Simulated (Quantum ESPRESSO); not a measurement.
# GaMg2O3Cl: input and log of a self-consistent run

Computed values, not a measurement. The program is pw.x of Quantum ESPRESSO 7.5 (plane-wave density functional theory). The cell is made up: 7 atoms on a zincblende/diamond lattice with one site empty, with randomly drawn elements, strain and displacements, not relaxed. PseudoDojo standard norm-conserving files (v0.5 for PBE, v0.4.1 for LDA and PBEsol) set the functional; there is no spin polarisation, spin-orbit coupling or dispersion term, and the masses in the input are unused placeholders.

Input:

```
&control calculation='scf', pseudo_dir='./dojo.nc.sr.pbe.v0_5.standard.upf', outdir='./o', disk_io='medium', tprnfor=.true., tstress=.true. /
&system ibrav=0, nat=7, ntyp=4, nbnd=35, ecutwfc=84.00895049, nosym=.true., tot_charge=0,
 occupations='smearing', smearing='fd', degauss=0.0018374661
/
&electrons conv_thr=7.350e-09, electron_maxstep=60, /
ATOMIC_SPECIES
Cl 1.0 Cl.upf
Ga 1.0 Ga.upf
Mg 1.0 Mg.upf
O 1.0 O.upf
CELL_PARAMETERS angstrom
4.6996 -0.0051 -0.0398
-0.0051 4.7491 0.0499
-0.0398 0.0499 4.8683
ATOMIC_POSITIONS angstrom
Ga -0.0479 0.0706 0.0106
Mg -0.0448 2.5369 2.3693
Mg 2.2828 2.2547 -0.0344
O 1.307 1.1233 1.1404
O 1.0207 3.5049 3.5342
O 3.4104 1.0836 3.6036
Cl 3.448 3.6303 1.1916
K_POINTS automatic
4 4 4 1 1 1
```

The log is shortened where brackets say so; the opening notice, blank lines, dates and the lines on written files are dropped, and the path of the files is cut. It prints rydbergs, bohrs and kilobars, and counts compression as positive stress. With no partly filled state, the Fermi energy that it prints is only some level between the filled and the empty states on the mesh, and need not lie in the true gap.

```
     Program PWSCF v.7.5
     Parallel version (MPI & OpenMP), running on       1 processor cores
     Number of MPI processes:                 1
     Threads/MPI process:                     1
     [start-up lines left out]
     bravais-lattice index     =            0
     lattice parameter (alat)  =       8.8813  a.u.
     unit-cell volume          =     733.1095 (a.u.)^3
     number of atoms/cell      =            7
     number of atomic types    =            4
     number of electrons       =        58.00
     number of Kohn-Sham states=           35
     kinetic-energy cutoff     =      84.0090  Ry
     charge density cutoff     =     336.0358  Ry
     scf convergence threshold =      7.3E-09
     mixing beta               =       0.7000
     number of iterations used =            8  plain     mixing
     Exchange-correlation= PBE
                           (   1   4   3   4   0   0   0)
     [axes and pseudopotential details left out]
   Cartesian axes
     site n.     atom                  positions (alat units)
         1        Ga     tau(   1) = (  -0.0101920   0.0150220   0.0022554  )
         2        Mg     tau(   2) = (  -0.0095324   0.5397922   0.5041309  )
         3        Mg     tau(   3) = (   0.4857258   0.4797467  -0.0073195  )
         4        O      tau(   4) = (   0.2780986   0.2390116   0.2426501  )
         5        O      tau(   5) = (   0.2171808   0.7457597   0.7519940  )
         6        O      tau(   6) = (   0.7256523   0.2305644   0.7667607  )
         7        Cl     tau(   7) = (   0.7336527   0.7724418   0.2535443  )
     number of k points=    32  Fermi-Dirac smearing, width (Ry)=  0.0018
                       cart. coord. in units 2pi/alat
        k(    1) = (   0.1261576   0.1225715   0.1204478), wk =   0.0625000
        k(    2) = (   0.1281991   0.1200374   0.3618361), wk =   0.0625000
     [further k points left out]
     Dense  grid:    76191 G-vectors     FFT dimensions: (  54,  54,  54)
     Estimated max dynamical RAM per process >      94.32 MB
     Initial potential from superposition of free atoms
     starting charge      57.9957, renormalised to      58.0000
     Starting wfcs are   35 randomized atomic wfcs
     total cpu time spent up to now is        5.3 secs
     per-process dynamical memory:    59.3 Mb
     Self-consistent Calculation
     iteration #  1     ecut=    84.01 Ry     beta= 0.70
     Davidson diagonalization with overlap
     ethr =  1.00E-02,  avg # of iterations =  5.5
     total cpu time spent up to now is       19.3 secs
     total energy              =    -521.69713001 Ry
     estimated scf accuracy    <       2.11859254 Ry
     iteration #  2     ecut=    84.01 Ry     beta= 0.70
     Davidson diagonalization with overlap
     ethr =  3.65E-03,  avg # of iterations =  3.7
     total cpu time spent up to now is       31.8 secs
     total energy              =    -521.56229565 Ry
     estimated scf accuracy    <       6.32575447 Ry
     iteration #  3     ecut=    84.01 Ry     beta= 0.70
     Davidson diagonalization with overlap
     ethr =  3.65E-03,  avg # of iterations =  2.8
     total cpu time spent up to now is       48.5 secs
     total energy              =    -522.76663306 Ry
     estimated scf accuracy    <       0.08043631 Ry
     iteration #  4     ecut=    84.01 Ry     beta= 0.70
     Davidson diagonalization with overlap
     ethr =  1.39E-04,  avg # of iterations =  4.4
     total cpu time spent up to now is       67.5 secs
     total energy              =    -522.77257277 Ry
     estimated scf accuracy    <       0.03676094 Ry
     iteration #  5     ecut=    84.01 Ry     beta= 0.70
     Davidson diagonalization with overlap
     ethr =  6.34E-05,  avg # of iterations =  2.6
     total cpu time spent up to now is       85.3 secs
     total energy              =    -522.77674064 Ry
     estimated scf accuracy    <       0.00874680 Ry
     [iterations 6 to 8 left out]
     iteration #  9     ecut=    84.01 Ry     beta= 0.70
     Davidson diagonalization with overlap
     ethr =  1.45E-08,  avg # of iterations =  2.7
     total cpu time spent up to now is      135.4 secs
     total energy              =    -522.77859575 Ry
     estimated scf accuracy    <       0.00000623 Ry
     iteration # 10     ecut=    84.01 Ry     beta= 0.70
     Davidson diagonalization with overlap
     ethr =  1.07E-08,  avg # of iterations =  2.0
     total cpu time spent up to now is      147.2 secs
     total energy              =    -522.77859649 Ry
     estimated scf accuracy    <       0.00000025 Ry
     iteration # 11     ecut=    84.01 Ry     beta= 0.70
     Davidson diagonalization with overlap
     ethr =  4.26E-10,  avg # of iterations =  2.9
     total cpu time spent up to now is      160.2 secs
     total energy              =    -522.77859656 Ry
     estimated scf accuracy    <       0.00000004 Ry
     iteration # 12     ecut=    84.01 Ry     beta= 0.70
     Davidson diagonalization with overlap
     ethr =  6.21E-11,  avg # of iterations =  2.0
     total cpu time spent up to now is      172.4 secs
     total energy              =    -522.77859656 Ry
     estimated scf accuracy    <          7.5E-09 Ry
     iteration # 13     ecut=    84.01 Ry     beta= 0.70
     Davidson diagonalization with overlap
     ethr =  1.30E-11,  avg # of iterations =  2.0
     total cpu time spent up to now is      187.8 secs
     End of self-consistent calculation
          k = 0.1262 0.1226 0.1204 (  9541 PWs)   bands (ev):
   -69.2067 -68.8660 -36.1163 -36.0020 -35.9345 -35.7527 -35.6249 -35.6039
   -13.1778 -11.4446 -11.1768 -10.7047  -9.4739  -9.4203  -9.3677  -9.1588
    -9.0544  -2.5060  -1.1799  -0.4454   1.4746   2.4184   2.6341   3.0042
     3.2982   3.6632   4.0239   4.1709   4.5655   7.0215   8.5555   9.1931
    10.6053  10.8900  12.6262
     [levels at the other k points left out]
     the Fermi energy is     5.8287 ev
!    total energy              =    -522.77859656 Ry
     estimated scf accuracy    <          6.1E-10 Ry
     smearing contrib. (-TS)   =       0.00000000 Ry
     internal energy E=F+TS    =    -522.77859656 Ry
     The total energy is F=E-TS. E is the sum of the following terms:
     one-electron contribution =    -312.23078984 Ry
     hartree contribution      =     177.26625861 Ry
     xc contribution           =    -107.83426433 Ry
     ewald contribution        =    -279.97980099 Ry
     convergence has been achieved in  13 iterations
     Forces acting on atoms (cartesian axes, Ry/au):
     atom    1 type  2   force =     0.15089996    0.12821882   -0.17862363
     atom    2 type  3   force =     0.13594084   -0.20272316    0.14326107
     atom    3 type  3   force =    -0.06430747   -0.06009773   -0.13547154
     atom    4 type  4   force =    -0.11276589   -0.01074245   -0.02377235
     atom    5 type  4   force =    -0.00661227    0.03073874    0.11573040
     atom    6 type  4   force =     0.06501386    0.02500685    0.06126089
     atom    7 type  1   force =    -0.16816902    0.08959893    0.01761515
     Total force =     0.500320     Total SCF correction =     0.000029
     Computing stress (Cartesian axis) and pressure
          total   stress  (Ry/bohr**3)                   (kbar)     P=       24.17
   0.00023941   0.00039319   0.00028930           35.22       57.84       42.56
   0.00039319   0.00015691  -0.00065617           57.84       23.08      -96.53
   0.00028930  -0.00065617   0.00009667           42.56      -96.53       14.22
     init_run     :      4.89s CPU      5.19s WALL (       1 calls)
     electrons    :    173.50s CPU    182.48s WALL (       1 calls)
     forces       :      2.05s CPU      2.10s WALL (       1 calls)
     stress       :      8.23s CPU      8.30s WALL (       1 calls)
     [timing details left out]
     PWSCF        :   3m 8.88s CPU   3m18.47s WALL
     JOB DONE.
```

In other units: free energy -7112.765 eV for the cell, pressure 2.42 GPa, largest force component 5.212 eV/Å. A rerun of this cell at 1437 eV and a 6 x 6 x 6 mesh moved values by no more than 0.003 eV in energy, 0.03 GPa in stress and 0.003 eV/Å in force.